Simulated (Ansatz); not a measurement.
## A plane-wave run on SrCrH$_{6}$

The input, for Ansatz 0.2.0 (plane waves, PAW):

```yaml
crystal:
  lattice:
    - [3.263814, 1.884362, 2.100585]
    - [-3.263814, 1.884362, 2.100585]
    - [0.0, -3.768725, 2.100585]
  atoms:
    - { symbol: Sr, position: [0.5, 0.5, 0.5] }
    - { symbol: H, position: [0.263, 0.888, 0.263] }
    - { symbol: H, position: [0.263, 0.263, 0.888] }
    - { symbol: H, position: [0.888, 0.263, 0.263] }
    - { symbol: H, position: [0.737, 0.112, 0.737] }
    - { symbol: H, position: [0.112, 0.737, 0.737] }
    - { symbol: H, position: [0.737, 0.737, 0.112] }
    - { symbol: Cr, position: [0.0, 0.0, 0.0] }
  symmetry: { tolerance: 0.0003 }
kpoints:
  mp_grid: { grid: [6, 6, 6], shift: [0, 0, 0] }
  band_path:
    path:
      - [0.0, 0.0, 0.0]
      - [0.5, 0.0, 0.0]
      - [0.5, -0.5, 0.5]
      - [0.3737762, -0.6262238, 0.3737762]
      - [0.3737762, 0.3737762, 0.3737762]
      - [0.0, 0.0, 0.0]
      - [0.5, -0.5, 0.0]
    npoints: 10
magnetization:
  spin_polarized: false
scf:
  occupations: { method: methfessel_paxton, width: 0.0325 }
  lower_state_search: "off"
  max_iter: 200
hamiltonian:
  pseudopotentials: { kind: paw }
  xc: pbe
basis:
  ecutwfc: 420
  fft_grid_basis: typed
output:
  forces: true
  stress: true
  eigenvalues: true
  bader: true
  populations: true
  elf: true
  write_potential: true
  volumetric_format: npy
  dos:
    e_range: [-12, 8]
    de: 0.05
    projected: { site_lists: { Cr: [Cr], H: [H], Sr: [Sr] } }
checkpoint:
  read: saved_state
```

The saved state is an earlier solution for the same cell, perhaps on another mesh. 

Output (shortened):

```
Warning: crystal.lattice misses the space group found at crystal.symmetry.tolerance 3.0e-4 in a digit that the deck types, which is why this is a warning: making the lattice exact moves one of its numbers by a whole unit of that number's last typed decimal, or more. The operation that it misses by the most changes a squared length by the fraction 1.46e-6.
Pseudopotentials: kind: paw
Pseudopotential: Sr, paw, valence charge 10, recommended cutoff 420 eV (normal), Sr.paw.azcp
Pseudopotential: H, paw, valence charge 1, recommended cutoff 420 eV (normal), H.paw.azcp
Pseudopotential: Cr, paw, valence charge 14, recommended cutoff 420 eV (normal), Cr.paw.azcp
Functional definition: PBE
  exchange = pbe_x(kappa = kappa, mu = beta*pi^2/3)
  correlation = pbe_c(beta = beta)
Crystal: 8 atoms, lattice volume = 77.514 Å³
Basis set: ecut = 420 eV, 1525 PW (Γ), exchange–correlation on 60×60×60 points (8 copies of the dense FFT grid, shifted against one another)
Bands: 23, of which v1, the nominal top of the filled ones, is band 15 counted from 1 (14 counted from 0)
Symmetry: 12 space group operations
Space group: R-3m (ITA 166), of the structure as read, at distance tolerance 1.3e-3 Å
k-points: 32 of 216
Initial density: read from a saved state, or passed on in memory by an earlier SCF of this step, an earlier step, the calling program or the single point that the run made first
Functional: x = pbe(κ = 0.804, μ = 0.2195), c = pbe(β = 0.0667)
SCF iter   1: F=—  Δρ=7.19e-3  dr2=2.01e-2
SCF iter   2: F=—  S|Δr|=    0.00e0  Δρ=4.03e-3  dr2=7.32e-3
SCF iter   3: F=—  S|Δr|=    0.00e0  Δρ=1.92e-3  dr2=2.34e-3
SCF iter   4: F=—  S|Δr|=    0.00e0  Δρ=4.76e-4  dr2=1.91e-4
SCF iter   5: F=—  S|Δr|=    0.00e0  Δρ=1.05e-4  dr2=8.68e-6
SCF iter   6: F=—  S|Δr|=    0.00e0  Δρ=1.88e-5  dr2=2.49e-7
SCF iter   7: F=-7014.8450 eV  S|Δr|=    0.00e0  Δρ=5.95e-6  dr2=4.45e-8
Free energy (F): -7014.8450 eV
Harris-Foulkes:  -7014.8450 eV  (|F-HF|=2.46e-8)
Internal energy: -7014.8442 eV  (E = F + TS)
E sigma→0 (E₀):  -7014.8448 eV
Entropy (-TS):   -0.0008 eV (-0.106 meV/atom)
Fermi energy:    4.7214 eV
--- Forces (eV/Å), atoms counted from 1 ---
  atom   1  Sr     0.0000     0.0000     0.0000
  atom   2  H     -0.2079     0.1200     0.2993
  atom   3  H      0.0000    -0.2400     0.2993
  atom   4  H      0.2079     0.1200     0.2993
  atom   5  H      0.2079    -0.1200    -0.2993
  atom   6  H     -0.2079    -0.1200    -0.2993
  atom   7  H      0.0000     0.2400    -0.2993
  atom   8  Cr     0.0000     0.0000     0.0000
--- Stress (GPa, compression-positive) ---
        2.9743       0.0000       0.0000
        0.0000       2.9743       0.0000
        0.0000       0.0000       5.1765
  P = ⅓ Tr σ = 3.7084 GPa (37.084 kbar)
--- Löwdin populations: 8 sites ---
  site symbol       q [e]
     0     Sr      8.3289
     1      H      1.3553
     2      H      1.3553
     3      H      1.3553
     4      H      1.3553
     5      H      1.3553
     6      H      1.3553
     7     Cr     13.2918
  spilling = 0.0083 (of n_electrons = 30.0000)
--- Bader charges: 8 sites ---
  site symbol  charge [e]  shift [e]
     0     Sr      1.4539     0.0000
     1      H     -0.4566     0.0003
     2      H     -0.4566     0.0003
     3      H     -0.4566     0.0003
     4      H     -0.4566     0.0003
     5      H     -0.4566     0.0003
     6      H     -0.4566     0.0003
     7     Cr      1.2857     0.0017
```

Origin: a known structure type with other elements, at an estimated volume, so it need not be a known compound. Caveats: no spin polarisation, so a magnetic state may lie lower.
